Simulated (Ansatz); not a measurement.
Problem. Si$_{2}$Ni (fluorite or antifluorite type, space group No. 225) is relaxed with PBE in the plane-wave PAW code Ansatz. What lattice parameters of the conventional cell result?

Solution. a = 5.445 Å.

Problem. Is it a metal or does it have a gap at this level?

Solution. No gap at this level.

Space group Fm-3m (fluorite or antifluorite type). The PBE relaxation kept the symmetry of its start. The run is not spin-polarised.

Potentials: the later of the program's two PAW sets.
